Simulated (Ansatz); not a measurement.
One crystal and one scan (energy against volume) at two levels, PBE (plane waves to 420 eV, PAW, scalar-relativistic; Ansatz, a first-principles code) and r2SCAN (plane waves to 500 eV, PAW, scalar-relativistic; Ansatz), each from its own relaxed cell and on its own mesh. The cell shown is that of PBE.

Te (trigonal-Te type, space group P3_121)

```xyz
3
Lattice="4.5209 0.0000 0.0000 -2.2604 3.9152 0.0000 0.0000 0.0000 5.9543" Properties=species:S:1:pos:R:3 pbc="T T T"
Te     1.2121     0.0000     1.9848
Te    -0.6061     1.0497     3.9695
Te     1.6544     2.8655     0.0000
```

E(V) scan at fixed shape, V₀ the volume above. The atoms relax within the cell's symmetry.

E stands for the smeared free energy. Spin-orbit coupling is left out, though Te is heavy. Te was relaxed with its symmetry unable to fall. With the shape held, the modulus is that of even scaling; a crystal free to change shape is softer. Percentages come from the unrounded values. Both scans cover V/V₀ from 0.900 to 1.100.

| quantity | PBE | r2SCAN | PBE − r2SCAN |
|---|---|---|---|
| Lattice constant a (Å) | 4.521 | 4.624 | -0.103 (-2.2 %) |
| Lattice constant c (Å) | 5.954 | 5.903 | +0.051 (+0.9 %) |
| Relaxed volume (Å³/atom) | 35.13 | 36.44 | -1.31 (-3.6 %) |
| Pressure at the smallest volume (GPa) | 3.6 | 2.9 | +0.7 (+24 %) |
| Energy cost of the largest compression (meV/atom) | 34 | 29 | +5 (+20 %) |
| Energy cost of the largest expansion (meV/atom) | 19 | 18 | +1 |
| Bulk modulus at fixed cell shape B₀ (third-order Birch-Murnaghan fit) (GPa) | 23.2 | 19.8 | +3.4 (+18 %) |
| Pressure derivative B₀′ (fit) | 7.4 | 6.0 | +1.4 (+24 %) |
| Pressure for 5 % compression (fit) (GPa) | 1.4 | 1.2 | +0.2 |

PBE gives the higher value for: lattice constant c; pressure at the smallest volume; energy cost of the largest compression; bulk modulus at fixed cell shape B₀; pressure derivative B₀′. PBE gives the lower value for: lattice constant a; relaxed volume. Neither level is exact: the differences show how much the result hangs on the functional.

ΔE (meV/atom), each from the relaxed starting cell of its own level:

```tsv
V/V₀	PBE	r2SCAN
0.900	34	29
0.917	23	19
0.933	14	12
0.950	7	6
0.967	3	3
0.983	1	1
1.000	0	0
1.017	1	1
1.033	3	2
1.050	6	5
1.067	9	9
1.083	14	13
1.100	19	18
```

(Under strain, the slope of the energy per volume gives the stress and its curvature an elastic modulus.)
